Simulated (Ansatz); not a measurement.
CuAsPbO$_{4}$:
```
CELL_PARAMETERS angstrom
     -0.60356    -5.81355     0.00000
     -4.86589     0.00000     0.00000
     -2.06779    -1.42287    -7.59171
ATOMIC_POSITIONS crystal
  Cu 0.19100 0.62316 0.00555
  Cu 0.80900 0.37684 0.99445
  As 0.20074 0.42342 0.68514
  As 0.79926 0.57658 0.31486
  Pb 0.70822 0.93558 0.67977
  Pb 0.29178 0.06442 0.32023
  O  0.96649 0.23554 0.80857
  O  0.03351 0.76446 0.19143
  O  0.62717 0.77492 0.43976
  O  0.37283 0.22508 0.56024
  O  0.63273 0.50881 0.17882
  O  0.36727 0.49119 0.82118
  O  0.90589 0.27013 0.43686
  O  0.09411 0.72987 0.56314
```

Relaxed with r²SCAN. Special points in fractions of this cell's reciprocal vectors: Γ (0.000, 0.000, 0.000); X (0.500, 0.000, 0.000); Y (0.000, 0.500, 0.000); Z (0.000, 0.000, 0.500); R (0.500, 0.500, 0.500); T (0.000, 0.500, 0.500); U (0.500, 0.000, 0.500); V (0.500, 0.500, 0.000).

### Question
List the band energies nearest the valence-band maximum at these points for DFT-r²SCAN in the program Ansatz with PAW potentials.

### Answer
In eV from the valence-band maximum; about four levels below and three above (degenerate sets whole), none deeper than 8.9 eV; points with the same levels are listed once.

| k | below | above |
|---|---|---|
| Γ | -0.73 -0.63 -0.58 -0.07 | 3.48 3.53 3.56 |
| X | -0.66 -0.61 -0.57 -0.11 | 2.78 3.07 3.67 |
| Y | -0.68 -0.63 -0.57 -0.09 | 2.22 3.38 4.08 |
| Z | -0.73 -0.61 -0.59 -0.04 | 2.86 3.46 3.50 |
| R | -0.74 -0.64 -0.59 -0.02 | 3.28 3.37 3.80 |
| T | -0.66 -0.64 -0.55 -0.12 | 2.63 3.20 3.94 |
| U | -0.62 -0.59 -0.58 -0.19 | 2.45 2.74 3.95 |
| V | -0.74 -0.64 -0.58 -0.02 | 3.42 3.47 3.75 |

Space group P-1. The first step of the workflow began from a Materials Project structure, measured or hypothetical; the Crystallography Open Database copy checked does not list it. Entries of such low symmetry are often ordered models of mixed-site phases. Whether it is the stable phase at ambient conditions was not checked. The cell was relaxed with r²SCAN under the symmetry of its start; whether a distortion lowers the energy is not shown. The run is not spin-polarised. No Hubbard U is applied. Spin–orbit coupling is left out wherever it is not named.

Potentials: the later of the program's two PAW sets.
